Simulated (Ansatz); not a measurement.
Cd2P3I:
```yaml
crystal:
  lattice:
    - [4.15857, 4.67861, 0.00000]
    - [-4.15857, 4.67861, 0.00000]
    - [-1.24909, 0.00000, 7.47571]
  atoms:
    - { symbol: Cd, position: [0.39367, 0.89064, 0.27904] }
    - { symbol: Cd, position: [0.60633, 0.10936, 0.72096] }
    - { symbol: Cd, position: [0.89064, 0.39367, 0.22096] }
    - { symbol: Cd, position: [0.10936, 0.60633, 0.77904] }
    - { symbol: P, position: [0.19499, 0.19499, 0.75000] }
    - { symbol: P, position: [0.80501, 0.80501, 0.25000] }
    - { symbol: P, position: [0.93506, 0.15607, 0.53899] }
    - { symbol: P, position: [0.06494, 0.84393, 0.46101] }
    - { symbol: P, position: [0.15607, 0.93506, 0.96101] }
    - { symbol: P, position: [0.84393, 0.06494, 0.03899] }
    - { symbol: I, position: [0.62130, 0.62130, 0.75000] }
    - { symbol: I, position: [0.37870, 0.37870, 0.25000] }
```

Relaxed with r²SCAN.

Give the Bader charges and basin volumes of the independent atoms, r²SCAN (plane waves, PAW; program Ansatz).



```
atom  Bader charge (e)  Bader volume (Å³)
----  ----------------  -----------------
Cd1              +0.72               20.3
P5               -0.31               22.0
P7               -0.29               21.5
I11              -0.54               39.8
```

Space group C2/c. The workflow started from a Materials Project entry (that database holds measured and hypothetical structures alike); the Crystallography Open Database copy checked does not list it. COD files the formula under space group No. 9. Whether it is the stable phase at ambient conditions was not checked. The cell was relaxed with r²SCAN under the symmetry of its start; whether a distortion lowers the energy is not shown. Spin–orbit coupling is left out wherever it is not named.

Potentials: the later of the program's two PAW sets.
